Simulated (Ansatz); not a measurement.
Relaxed SrO (rock salt):

```xyz
4
Lattice="0.0000 5.1950 5.1950 2.5975 0.0000 2.5975 2.5975 2.5975 0.0000" Properties=species:S:1:pos:R:3 pbc="T T T"
O      0.0000     0.0000     0.0000
O      2.5975     5.1950     2.5975
Sr     2.5975     2.5975     2.5975
Sr     2.5975     5.1950     5.1950
```

The atoms are displaced by Q × the pattern below (from a DFPT mode at L = (0.5, 0.0, 0.0), largest move 1; Q in Å), at fixed cell. It is one choice among 2 degenerate patterns. (q is in reciprocal vectors of the primitive cell; the cell shown is doubled to hold the pattern.)

```csv
atom,x,y,z
Sr3,-0.285,0.520,-0.805
Sr4,0.285,-0.520,0.805
```

Atoms not listed stay in place.

Calculation: PBE (plane waves to 420 eV, PAW, scalar-relativistic; Ansatz, a program for electronic structure). k mesh 11×11×11 (Γ-centred), Fermi-Dirac smearing 0.05 eV. E stands for the smeared free energy. SrO was relaxed with its symmetry unable to fall. The zero of ΔE is the undisplaced structure.

Q: Estimate the ΔE (meV/cell) for Q (Å) = -0.083, -0.067, -0.050, -0.017, 0.017, 0.033, 0.050, 0.067.

A: 
| Q (Å) | ΔE (meV/cell) |
|---|---|
| -0.083 | 21.8 |
| -0.067 | 13.9 |
| -0.050 | 7.8 |
| -0.017 | 0.9 |
| 0.017 | 0.9 |
| 0.033 | 3.5 |
| 0.050 | 7.8 |
| 0.067 | 13.9 |

(For displaced atoms, the force is minus the slope of the energy, and its curvature is a force constant, which sets phonon frequencies.)
